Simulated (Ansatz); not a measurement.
**Tl3CoCl5: which magnetic order is lowest?**

```
Tl Co Cl
1.0
    -4.21550    4.21550    7.24850
     4.21550   -4.21550    7.24850
     4.21550    4.21550   -7.24850
Tl Co Cl
6 2 10
Direct
  0.25000 0.25000 0.00000
  0.75000 0.75000 0.00000
  0.16000 0.66000 0.82000
  0.66000 0.84000 0.50000
  0.84000 0.34000 0.18000
  0.34000 0.16000 0.50000
  0.75000 0.25000 0.50000
  0.25000 0.75000 0.50000
  0.00000 0.00000 0.00000
  0.50000 0.50000 0.00000
  0.81000 0.31000 0.80000
  0.31000 0.51000 0.50000
  0.51000 0.01000 0.20000
  0.01000 0.81000 0.50000
  0.69000 0.49000 0.50000
  0.19000 0.69000 0.20000
  0.99000 0.19000 0.50000
  0.49000 0.99000 0.80000
```

All energies were calculated with Ansatz 0.2.0 (r2SCAN; 500 eV; 4×4×4 Γ-centred mesh; fermi-dirac occupations of width 0.050 eV). The atoms are fixed and numbered as listed; spin is collinear, without spin-orbit coupling.

The cycle has several fixed points for this cell. Moments (μB):

```tsv
state	Co7	Co8	other atoms together	size of the net moment a cell
A	0.00	0.00	0.00	0.00
B	2.44	2.44	0.54	6.00
C	2.44	-2.44	0.00	0.00
```

Site moments are taken in small spheres that don't touch (radius about 0.4 of the atom's shortest bond), so those of the magnetic atoms read low, and they needn't add up to the net moment. State A was run without spin polarisation.

Question: Which state has the lowest energy at zero smearing, and how far up are the others?

Answer: State C (antiparallel, compensated) comes first by a margin too small to trust; B (parallel moments) lies 0.2 meV above it, A (without moments) lies 293 meV above it, all counted an atom of the cell. The two lowest differ by only 1.6 meV for each atom with a column above, which mesh or functional could overturn.

Question: Which states have a gap on the mesh, and what pressure does each exert on this cell?

Answer: A: no gap, -0.9 GPa; B: gap 1.82 eV, 0.3 GPa; C: gap 2.06 eV, 0.3 GPa (positive in compression).

Question: How much does the cell gain by forming moments?

Answer: 293 meV an atom of the cell, or 2638 meV for each Co atom, against state A, which has none. A run without spin would miss this and give wrong energies and forces. That state isn't the paramagnet, which keeps its moments, so this is no ordering energy.

The cell is that of a Crystallography Open Database entry, unchanged.

Caveats: only orders that fit this cell and collinear spins were tried, so the true order may need a larger cell or canted moments; atoms and cell are not relaxed, and each state would relax in its own way; semilocal functionals without U often misplace the states of 3d oxides, halides and chalcogenides; the k mesh is coarse, so differences of a few meV are uncertain where a state is a metal; one start a pattern, so a lower state of the same pattern may exist.
